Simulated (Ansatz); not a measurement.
In in space group Cmce (No. 64; In on 8f) under volume change, the program Ansatz at the PBE level (PAW), shape and atoms relaxed at each volume.

```tsv
V (Å³/atom)	E − E(relaxed) (meV/atom)	P (GPa)
27.764	28.2	3.66
28.679	11.7	2.19
29.595	2.7	0.98
30.510	0.0	0.00
31.425	2.4	-0.82
32.341	9.0	-1.48
33.256	19.0	-2.01
```

Problem. What does a third-order Birch–Murnaghan fit give for V₀, B₀ and B′?

Solution. V₀ = 30.50 Å³/atom, B₀ = 29.8 GPa, B′ = 5.7.

The start of the workflow was typed in or built on a structure type; neither database checked (COD, Materials Project) lists it. It is not the phase usual at ambient conditions (space group No. 139). The cell was relaxed with PBE under the symmetry of its start; its stability against distortions is not shown here. The volume moved by 17 % from the start of the relaxation.

Potentials: the earlier of the program's two PAW sets.
